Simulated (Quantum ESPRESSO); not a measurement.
pw.x input (Quantum ESPRESSO 7.5; PBEsol, PseudoDojo standard norm-conserving files, scalar-relativistic):

```
&CONTROL
  calculation = 'scf'
  pseudo_dir = './pseudo'
  outdir = './out'
  tprnfor = .true.
  tstress = .true.
/
&SYSTEM
  ibrav = 0
  nat = 2
  ntyp = 2
  ecutwfc = 86.0
  ecutrho = 344.0
  occupations = 'smearing'
  smearing = 'fd'
  degauss = 0.002
  nbnd = 22
/
&ELECTRONS
  conv_thr = 2e-10
/
ATOMIC_SPECIES
Se 78.9710 Se.upf
Hg 200.5920 Hg.upf
CELL_PARAMETERS angstrom
  0.000000000000   3.066142567000   3.066142567000
  3.066142567000   0.000000000000   3.066142567000
  3.066142567000   3.066142567000   0.000000000000
ATOMIC_POSITIONS crystal
Se   0.250000000000   0.250000000000   0.250000000000
Hg   0.000000000000   0.000000000000   0.000000000000
K_POINTS automatic
8 8 8 0 0 0
```

End of the output:

```
     total energy              =    -575.35357617 Ry
     estimated scf accuracy    <       0.00000017 Ry
     total energy              =    -575.35357619 Ry
     estimated scf accuracy    <          7.6E-09 Ry
     total energy              =    -575.35357619 Ry
     estimated scf accuracy    <          8.2E-10 Ry
[...]
     the Fermi energy is     8.5708 ev
!    total energy              =    -575.35357619 Ry
     estimated scf accuracy    <          4.8E-11 Ry
     smearing contrib. (-TS)   =      -0.00001647 Ry
     internal energy E=F+TS    =    -575.35355972 Ry
     The total energy is F=E-TS. E is the sum of the following terms:
     one-electron contribution =    -347.05016523 Ry
     hartree contribution      =     178.32422343 Ry
     xc contribution           =    -102.79560080 Ry
     ewald contribution        =    -303.83201712 Ry
     convergence has been achieved in   9 iterations
     Forces acting on atoms (cartesian axes, Ry/au):
     atom    1 type  1   force =     0.00000000    0.00000000   -0.00000000
     atom    2 type  2   force =     0.00000000   -0.00000000   -0.00000000
     Total force =     0.000000     Total SCF correction =     0.000000
     Computing stress (Cartesian axis) and pressure
          total   stress  (Ry/bohr**3)                   (kbar)     P=       -0.45
  -0.00000305  -0.00000000  -0.00000000           -0.45       -0.00       -0.00
   0.00000000  -0.00000305   0.00000000            0.00       -0.45        0.00
  -0.00000000  -0.00000000  -0.00000305           -0.00       -0.00       -0.45
```

Spin-orbit coupling is not included.

Geometry relaxed with PBEsol.
